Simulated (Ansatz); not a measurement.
One crystal and one scan (scan of one atom of the cell) at two levels, PBEsol (plane waves to 420 eV, PAW, scalar-relativistic; Ansatz, a quantum-chemistry and plane-wave program) and PBE (plane waves to 420 eV, PAW, scalar-relativistic; Ansatz), each from its own relaxed cell and on its own mesh. The cell shown is that of PBEsol.

Starting cell, CsPbCl3 (cubic perovskite):

```
CsPbCl3
1.0
    5.61876     0.00000     0.00000
    0.00000     5.61876     0.00000
    0.00000     0.00000     5.61876
Cs Pb Cl
1 1 3
Direct
  0.00000   0.00000   0.00000
  0.50000   0.50000   0.50000
  0.00000   0.50000   0.50000
  0.50000   0.50000   0.00000
  0.50000   0.00000   0.50000
```

In this cell atom 2 (Pb, nearest neighbour Cl at 2.809 Å; its periodic images, 5.6 Å or more away, move with it) is moved by s along Cartesian [110], unit vector (0.707, 0.707, 0.000); all other atoms and the cell stay fixed.

The energy includes the smearing's −TS. CsPbCl3 was relaxed with its symmetry unable to fall. Spin-orbit coupling is left out, though Pb is heavy. The PAW data are Ansatz's earlier set. This is a high-temperature form of CsPbCl3. Percentages come from the unrounded values.

Results of PBEsol:

| Quantity | Result |
|---|---|
| Lattice constant a (Å) | 5.619 |
| Force constant k = d²E/ds² at s = 0 (finite differences) (eV/Å²) | 2.52 |
| Shape of the curve | a single well with its minimum at or next to zero displacement |

Problem. Estimate the PBE values.

Solution. 
| quantity | PBE | PBEsol − PBE |
|---|---|---|
| Lattice constant a (Å) | 5.736 | -0.117 (-2.0 %) |
| Force constant k = d²E/ds² at s = 0 (finite differences) (eV/Å²) | 1.75 | +0.77 (+44 %) |

PBEsol gives the higher value for: force constant k = d²E/ds² at s = 0. PBEsol gives the lower value for: lattice constant a. Both give the same shape of the curve: a single well with its minimum at or next to zero displacement.

(For displaced atoms, the force is minus the slope of the energy, and its curvature is a force constant, which sets phonon frequencies.)
